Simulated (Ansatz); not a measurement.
**Question.** Each is relaxed and computed with LDA in the plane-wave PAW code Ansatz. Which is the only metal?
A) YOF, R-3m (Y on 6c, O on 6c, F on 6c)
B) P2Ru, Pnnm (P on 4g, Ru on 2a)
C) RuC, R-3m (Ru on 6c, C on 6c)
D) AlSiCN, P3m1 (Al on 1b, Si on 1c, C on 1b, N on 1c)

**Answer.** C, RuC, R-3m (Ru on 6c, C on 6c). RuC: metal; AlSiCN: gap 3.27 eV (indirect); P2Ru: gap 0.45 eV (indirect); YOF: gap 4.96 eV. Standing as an ambient phase not checked: RuC, R-3m (Ru on 6c, C on 6c); AlSiCN, P3m1 (Al on 1b, Si on 1c, C on 1b, N on 1c); P2Ru, Pnnm (P on 4g, Ru on 2a); YOF, R-3m (Y on 6c, O on 6c, F on 6c). All cells were relaxed under the symmetry of their starts (and spin orders); stability against distortions was not tested throughout. Rows with no word on spin ran without spin polarisation. Scalar-relativistic: spin–orbit coupling is off unless named, which matters more the heavier the elements.

Potentials: the later of the program's two PAW sets.
